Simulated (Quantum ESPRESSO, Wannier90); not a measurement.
**Wannier functions of TlBr (rock salt)**

```
begin unit_cell_cart
ang
    0.0000000000    3.3420400000    3.3420400000
    3.3420400000    0.0000000000    3.3420400000
    3.3420400000    3.3420400000    0.0000000000
end unit_cell_cart
begin atoms_frac
Tl   0.0000000000  0.0000000000  0.0000000000
Br   0.5000000000  0.5000000000  0.5000000000
end atoms_frac
```

Structure: Materials Project mp-568560, symmetrised, not relaxed again. Not found in the COD (Crystallography Open Database) copy used, which has the formula in other groups; not checked further. Level: PBEsol, spinors with spin-orbit coupling; pw.x of Quantum ESPRESSO at 50 Ry with PseudoDojo potentials, 8×8×8 k-points, Wannier90. Density: 8×8×8 mesh, cold smearing 0.01 Ry.

A tight-binding model is made by disentanglement and projection with no localisation steps (num_iter = 0), so the 16 orbitals stay atom-like: hydrogen-like Tl: s;p; Br: s;p, axes along x, y, z; frozen window up to 3.31 eV relative to the valence-band maximum. It follows pw.x to 1.1 meV rms for states up to 2.8 eV relative to the valence-band maximum. Matrix elements depend on this choice of orbitals and windows. Bands 3–6 (Tl 5d 100 %), 7–12 (Tl 5d 100 %) lie between the kept ones and are excluded.

**Question.** What are the on-site energies relative to the valence-band maximum, and how fast do the hoppings decay?

**Answer.** 
| atom | orbitals | energy (eV) |
|---|---|---|
| Tl1 | s↑ s↓ | -3.70 |
| Tl1 | pz↑ pz↓ px↑ px↓ py↑ py↓ | 3.91 |
| Br2 | s↑ s↓ | -13.62 |
| Br2 | pz↑ pz↓ px↑ px↓ py↑ py↓ | -1.41 |

```
distance of the centres (Å)  largest modulus (eV)
---------------------------  --------------------
3–4                                           1.3
4–5                                          0.21
5–6                                        0.0071
6–7                                          0.28
7–8                                         0.022
8–9                                        0.0052
9–10                                       0.0073
10–11                                       0.029
11–12                                      0.0012
12–13                                      0.0011
```

Effective spin-orbit constants λ of λ L·S, from the same-site elements px↑–py↑ (λ/2) and dx2-y2↑–dxy↑ (λ), where they are among the larger elements: Tl1 p 0.97 eV, Br2 p 0.32 eV.
